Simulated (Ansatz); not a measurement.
Total density of states per atom from LDA (plane waves, PAW; program Ansatz), in 0.25 eV bins, energy from the valence-band maximum:

| E (eV) | states/eV/atom |
|---|---|
| -7.85 | 0.71 |
| -7.60 | 0.51 |
| -7.35 | 0.03 |
| -7.10 | 0.25 |
| -6.85 | 0.35 |
| -6.60 | 0.30 |
| -6.35 | 0.19 |
| -6.10 | 0.11 |
| -5.85 | 0.08 |
| -5.60 | 0.30 |
| -5.35 | 0.99 |
| -5.10 | 1.22 |
| -4.85 | 1.25 |
| -4.60 | 0.50 |
| -4.35 | 1.19 |
| -4.10 | 1.02 |
| -3.85 | 1.55 |
| -3.60 | 1.64 |
| -3.35 | 2.18 |
| -3.10 | 1.53 |
| -2.85 | 0.01 |
| -2.60 | 0.03 |
| -2.35 | 0.05 |
| -2.10 | 0.07 |
| -1.85 | 0.09 |
| -1.60 | 0.13 |
| -1.35 | 0.19 |
| -1.10 | 0.31 |
| -0.85 | 0.32 |
| -0.60 | 0.57 |
| -0.35 | 0.79 |
| -0.10 | 0.12 |
| 0.15 | 0.00 |
| 0.40 | 0.00 |
| 0.65 | 0.00 |
| 0.90 | 0.00 |
| 1.15 | 0.00 |
| 1.40 | 0.00 |
| 1.65 | 0.00 |
| 1.90 | 0.00 |
| 2.15 | 0.00 |
| 2.40 | 0.00 |
| 2.65 | 0.00 |
| 2.90 | 0.00 |
| 3.15 | 0.00 |
| 3.40 | 0.19 |
| 3.65 | 0.35 |
| 3.90 | 0.47 |
| 4.15 | 0.35 |
| 4.40 | 0.47 |
| 4.65 | 0.41 |
| 4.90 | 0.33 |
| 5.15 | 0.25 |
| 5.40 | 0.47 |
| 5.65 | 0.54 |
| 5.90 | 0.22 |
| 6.15 | 0.54 |
| 6.40 | 0.54 |
| 6.65 | 0.35 |
| 6.90 | 0.65 |
| 7.15 | 0.64 |
| 7.40 | 0.55 |
| 7.65 | 0.48 |
| 7.90 | 0.18 |

Pick the material that matches.
A) Sn, β-Sn type
B) Mg2Sn, fluorite or antifluorite type
C) Cs2KZrOF5, I4mm (Pearson symbol tI20)
D) SnF2, P2_12_12_1 (Sn on 4a, F on 4a, F on 4a)

D, SnF2, P2_12_12_1 (Sn on 4a, F on 4a, F on 4a). Top 1 eV of the valence band: Sn 5s 48 %, F 2p 37 %, Sn 5p 14 %. Bottom 1 eV of the conduction band: Sn 5p 77 %, F 2p 10 %, F 2s 8 %. Projections are on Löwdin-orthogonalised atomic valence shells; empty p or d shells of many metals are not among them.

The first step of the workflow began from a Materials Project structure, measured or hypothetical; the Crystallography Open Database files this formula in space group No. 19, but the cells were not matched. Its standing as an ambient phase is unchecked. Symmetry was held in the LDA relaxation; whether a distortion lowers the energy is not shown. Spin–orbit coupling is left out wherever it is not named.

Potentials: the later of the program's two PAW sets.
